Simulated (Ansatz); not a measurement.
Here is the system:

Nb2SiN:
```
CELL_PARAMETERS angstrom
      3.24458     0.00000     0.00000
     -1.62229     2.80989     0.00000
      0.00000     0.00000    12.03450
ATOMIC_POSITIONS crystal
  Si 0.33333 0.66667 0.75000
  Si 0.66667 0.33333 0.25000
  Nb 0.33333 0.66667 0.09457
  Nb 0.66667 0.33333 0.59457
  Nb 0.66667 0.33333 0.90543
  Nb 0.33333 0.66667 0.40543
  N  0.00000 0.00000 0.00000
  N  0.00000 0.00000 0.50000
```

This is the r²SCAN-relaxed structure. Cartesian axes are those of the cell as given.

### Question
All from r²SCAN in the plane-wave PAW code Ansatz, unless another level is named. Give the bulk modulus (Birch–Murnaghan fit).

### Answer
218 GPa.

### Question
And the elastic constants (relaxed ions, GPa)?

### Answer
C11 = 282, C12 = 168, C13 = 191, C33 = 330, C44 = 177.

Space group P6_3/mmc. The start of the workflow was typed in or built on a structure type; neither database checked (COD, Materials Project) lists it. Its standing as an ambient phase is unchecked. Symmetry was held in the r²SCAN relaxation; whether a distortion lowers the energy is not shown. The workflow began spin-polarised and lost its moments. As this level gives no gap, shear constants depend on the k-mesh and smearing (Fermi–Dirac, 0.1 eV here). On the denser mesh and wider smearing of the elastic run this cell carries a stress of 0.4 GPa.

Potentials: the earlier of the program's two PAW sets.
